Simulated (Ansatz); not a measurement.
## SiMo₃ under strain — quadrupolar parameters

The cell is a structure deposited in the COD, relaxed with PBE at fixed cell and then changed (z stretched by 1 %, ions relaxed).

```yaml
crystal:
  lattice:
    - [4.89300, 0.00000, 0.00000]
    - [0.00000, 4.89300, 0.00000]
    - [0.00000, 0.00000, 4.94193]
  atoms:
    - { symbol: Si, position: [0.00000, 0.00000, 0.00000] }
    - { symbol: Si, position: [0.50000, 0.50000, 0.50000] }
    - { symbol: Mo, position: [0.25000, 0.00000, 0.50000] }
    - { symbol: Mo, position: [0.50000, 0.75000, 0.00000] }
    - { symbol: Mo, position: [0.75000, 0.00000, 0.50000] }
    - { symbol: Mo, position: [0.50000, 0.25000, 0.00000] }
    - { symbol: Mo, position: [0.00000, 0.50000, 0.75000] }
    - { symbol: Mo, position: [0.00000, 0.50000, 0.25000] }
```

Atoms are numbered from 1 in the order listed; like atoms form one site, named after its first atom.

Level of theory: DFT, PBE, plane waves and PAW, scalar-relativistic, 420 eV cutoff, Γ-centred 10×10×10 k-points, Fermi–Dirac smearing 0.05 eV (Ansatz 0.2.0).

C_Q = eQV_zz/h, which is 24.18 MHz for Q = 1 b and V_zz = 10²¹ V/m²; η = (V_xx − V_yy)/V_zz.

Mo-97: I = 5/2, Q = 255.0 mb. Quadrupole moments are those of Pyykkö's year-2017 table.

| site | atoms (order as listed) | first shell | V_zz (10²¹ V/m²) | η | C_Q (MHz) |
| --- | --- | --- | --- | --- | --- |
| Si | 1, 2 | 12 Mo at 2.74–2.76 Å | 0.28 | 0.03 | – |
| Mo3 | 3, 4, 5, 6 | 10 Mo at 2.45–3.02 Å, 4 Si at 2.74–2.76 Å | 3.69 | 0.23 | 22.8 |
| Mo7 | 7, 8 | 10 Mo at 2.47–3.00 Å, 4 Si at 2.74 Å | 3.22 | 0.00 | 19.9 |

An axis of threefold or higher order runs through Mo7, so V_zz lies along it and η is zero.

Si has no stable isotope with a ground-state quadrupole moment in the table, so no C_Q is given.

With no gap above 0.1 eV, as in a metal, the gradients converge slowly in k; expect changes of a tenth or more on a denser mesh. Without spin–orbit coupling (the program notes it for Mo) the gradients can shift somewhat, as the gap is small.
